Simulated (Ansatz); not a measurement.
ZnPd$_{5}$Se in space group P4/mmm (No. 123; Pd on 4i, Pd on 1a, Zn on 1c, Se on 1b) at seven volumes, the program Ansatz at the PBEsol level (PAW), shape and atoms relaxed at each. One row is withheld.

```json
[
 {"V (Å³/atom)": "13.863", "P (GPa)": "20.23"},
 {"V (Å³/atom)": "14.320", "P (GPa)": "?"},
 {"V (Å³/atom)": "14.777", "P (GPa)": "5.52"},
 {"V (Å³/atom)": "15.234", "P (GPa)": "0.00"},
 {"V (Å³/atom)": "15.691", "P (GPa)": "-4.55"},
 {"V (Å³/atom)": "16.148", "P (GPa)": "-8.28"},
 {"V (Å³/atom)": "16.605", "P (GPa)": "-11.31"}
]
```

### Question
Fit the shown pressures and predict the withheld one.

### Answer
P = (3/2)B₀(x^(7/2) − x^(5/2))[1 + (3/4)(B′ − 4)(x − 1)] with x = (V₀/V)^(2/3). Least squares on the six rows gives V₀ = 15.234 Å³/atom, B₀ = 166 GPa, B′ = 5.43. At V = 14.320, x = 1.0421 and P = 12.15 GPa. The run itself gave 12.18 GPa.

The workflow started from an entry of the Crystallography Open Database (COD, 100 K). Its standing as an ambient phase is unchecked. The PBEsol relaxation kept the symmetry of its start; its stability against distortions is not shown here. No spin polarisation was allowed.

Potentials: the later of the program's two PAW sets.
